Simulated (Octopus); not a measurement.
## ZnO (P63mc, No. 186): band energies at special points

ZnO (P63mc, No. 186):
```
CELL_PARAMETERS angstrom
      3.23735     0.00000     0.00000
     -1.61867     2.80363     0.00000
      0.00000     0.00000     5.22206
ATOMIC_POSITIONS crystal
  Zn 0.66667 0.33333 0.50059
  Zn 0.33333 0.66667 0.00059
  O  0.66667 0.33333 0.87972
  O  0.33333 0.66667 0.37972
```
The cell is a database entry, not relaxed again.

Computed with Octopus (real-space grid): LDA, grid spacing about 0.16 Å, Γ-centred 12×12×4 k-mesh, Fermi-Dirac smearing of 0.03 eV, no spin polarisation, PseudoDojo 0.4 LDA potentials.

Energies in eV against the valence band top; 52 electrons a cell outside the pseudopotentials' cores.

| k-point (reduced) | band 22 | band 23 | band 24 | band 25 | band 26 | band 27 | band 28 | band 29 |
|---|---|---|---|---|---|---|---|---|
| Γ (0.000, 0.000, 0.000) | -0.80 | -0.80 | -0.13 | 0.00 | 0.00 | ? | 5.18 | 8.08 |
| M (0.500, 0.000, 0.000) | -3.57 | -2.87 | -2.27 | -1.33 | -0.83 | ? | 6.76 | 7.45 |
| K (0.333, 0.333, 0.000) | -3.57 | -3.57 | -1.96 | -1.96 | ? | 7.53 | 7.64 | 7.64 |
| A (0.000, 0.000, 0.500) | -2.33 | -0.40 | -0.40 | -0.40 | -0.40 | 3.43 | 3.44 | 9.93 |
| L (0.500, 0.000, 0.500) | -3.81 | -1.51 | -1.51 | -1.42 | -1.42 | 5.63 | 5.63 | 8.34 |
| H (0.333, 0.333, 0.500) | -3.75 | -2.71 | -2.71 | -1.28 | -1.28 | 7.88 | 7.88 | 7.93 |

What belongs in the gaps?


- M (0.500, 0.000, 0.000), band 27: 5.75
- K (0.333, 0.333, 0.000), band 26: -1.74
- Γ (0.000, 0.000, 0.000), band 27: 0.81
